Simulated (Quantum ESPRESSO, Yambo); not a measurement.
## G0W0 results for CdClOH

Space group P6₃mc (No. 186); a = b = 3.6970 Å, c = 10.1849 Å, α = β = 90.00°, γ = 120.00°

| atom | site | symmetry | x | y | z |
|---|---|---|---|---|---|
| H | 2a | 3m. | 0.0000 | 0.0000 | 0.3172 |
| O | 2a | 3m. | 0.0000 | 0.0000 | 0.4127 |
| Cl | 2b | 3m. | 0.6667 | 0.3333 | 0.1584 |
| Cd | 2b | 3m. | 0.6667 | 0.3333 | 0.4913 |

Cell and atoms were relaxed with PBE+D3(BJ) from Materials Project entry mp-644222, within its symmetry.

Starting point: norm-conserving PBEsol (Quantum ESPRESSO, 102 Ry, no spin-orbit coupling). G0W0 in Yambo: 3×3×1 Γ-centred k mesh, bands 9 to 193 and a 7 Ry block in the screening, 193 bands in G with the Bruneval-Gonze terminator, plasmon pole fitted at 27.2 eV.

```yaml
PBEsol gap along the band path: 2.39 eV
PBEsol gap between the mesh's edge points (Γ → Γ): 2.39 eV
G0W0 gap between the same points: 4.38 eV
```

```
k point  band  E PBEsol (eV)  E QP (eV)  shift (eV)     Z
-------  ----  -------------  ---------  ----------  ----
Γ          VB           0.00      -1.18       -1.18  0.80
Γ          CB           2.39       3.20        0.81  0.84
K          VB          -0.30      -1.43       -1.13  0.80
K          CB           5.85       7.23        1.39  0.82
```

Energies count from the PBEsol valence-band maximum.

Nearest settings tried, and what they do to the gap: 129 bands in G: +3 meV; 129 bands in W, 129 bands in G: +63 meV; 6 Ry block (213 vectors against 251): -31 meV. Not varied: mesh. So the settings aren't converged at that level. The k mesh is coarse.

Spin-orbit splittings are left out.
